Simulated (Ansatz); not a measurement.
Notes on HfCo3B2

```
B Co Hf
1.0
     2.40033    4.15749    0.00000
    -2.40033    4.15749    0.00000
     0.00000    0.00000    3.01132
B Co Hf
2 3 1
Direct
  0.33330 0.33340 0.00000
  0.66660 0.66670 0.00000
  0.50000 0.50000 0.50000
  0.50000 0.00000 0.50000
  0.00000 0.50000 0.50000
  0.00000 0.00000 0.00000
```

Single point in Ansatz 0.2.0 with PBEsol, no spin polarisation. Cutoff 420 eV, PAW datasets, 8×8×11 Γ-centred k mesh, fermi-dirac filling (width 0.1 eV).

**Question.** What is the formation energy?

**Answer.** -0.65 eV an atom against the elements' usual phases (free molecules for gases, crystals otherwise, with no correction for O₂ or N₂), so it is bound against them; other compounds may still compete. Relaxing would lower it.

**Question.** Which element gives electrons and which takes them?

**Answer.** Bader charges in e: Hf +1.64, Co -0.31, B -0.35. In the mean Hf gives up most and B takes most.

**Question.** What happens at the Fermi level?

**Answer.** It is a metal, with about 2.6 states/eV a cell as the mean within 0.25 eV of the Fermi level, mostly Co d (64 %), Hf d (17 %) and B p (12 %).

**Question.** Is the cell too large or too small?

**Answer.** The pressure is -2.0 GPa (compression positive), so with the atoms held at these fractions the cell would first shrink. The principal stresses -2.7, -2.7, -0.7 GPa differ, so its shape would change too.

Origin: a database entry at a rescaled volume. Caveats: no spin polarisation, so a magnetic state may lie lower.

Cost: 56 s on 1 thread of Arm Neoverse V2, on a shared host, peak memory 0.44 GiB (start from a saved density). The time holds forces, stress, Bader, DOS, bands, ELF.
